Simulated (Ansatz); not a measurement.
Relaxed-ion elastic tensor of ZrMo (rock salt, Fm-3m) in GPa (Voigt order), DFT-PBEsol in the program Ansatz with PAW potentials; density 7.80 g/cm³, 19.92 Å³ per atom.

```json
[
 {"": "1", "1": "281", "2": "45.4", "3": "45.4", "4": "0.0", "5": "0.0", "6": "0.0"},
 {"": "2", "1": "45.4", "2": "281", "3": "45.4", "4": "0.0", "5": "0.0", "6": "0.0"},
 {"": "3", "1": "45.4", "2": "45.4", "3": "281", "4": "0.0", "5": "0.0", "6": "0.0"},
 {"": "4", "1": "0.0", "2": "0.0", "3": "0.0", "4": "-109", "5": "0.0", "6": "0.0"},
 {"": "5", "1": "0.0", "2": "0.0", "3": "0.0", "4": "0.0", "5": "-109", "6": "0.0"},
 {"": "6", "1": "0.0", "2": "0.0", "3": "0.0", "4": "0.0", "5": "0.0", "6": "-109"}
]
```

Is the crystal mechanically stable?

No: the smallest eigenvalue of C is -109 GPa.

The start of the workflow was typed in or built on a structure type; neither database checked (COD, Materials Project) lists it. Its standing as an ambient phase is unchecked. Symmetry was held in the PBEsol relaxation. At this level the phase is mechanically unstable. The run is not spin-polarised. Its formation energy is positive at this level, so the cell may be metastable or incomplete. As this level gives no gap, shear constants depend on the k-mesh and smearing (Fermi–Dirac, 0.1 eV here).

Potentials: the later of the program's two PAW sets.
